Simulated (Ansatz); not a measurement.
# What DFT gives for ScAg4

```
CELL_PARAMETERS angstrom
0.00000 0.00000 4.13367
3.33957 -3.33957 2.06684
3.33957 3.33957 -2.06684
ATOMIC_POSITIONS crystal
Ag 0.40000 0.80000 0.60000
Ag 0.20000 0.40000 0.80000
Ag 0.60000 0.20000 0.40000
Ag 0.80000 0.60000 0.20000
Sc 0.00000 0.00000 0.00000
```

Method: r2SCAN, no spin polarisation; PAW, plane waves to 500 eV, 8×8×8 Γ-centred mesh, fermi-dirac occupations (width 0.1 eV) (Ansatz 0.2.0), atoms fixed.

Task: Is there a gap?

Result: It is a metal, with about 1.8 states/eV a cell as the mean within 0.25 eV of the Fermi level.

Task: Are the atoms at rest?

Result: Nearly at rest: the largest force is 0.020 eV/Å.

Task: What does the stress say?

Result: The pressure is -3.5 GPa (compression positive), so with the atoms held at these fractions the cell would first shrink.

Task: Which element gives electrons and which takes them?

Result: Bader charges in e: Sc +1.60, Ag -0.40. In the mean Sc gives up most and Ag takes most.

Origin: a database entry at a rescaled volume.
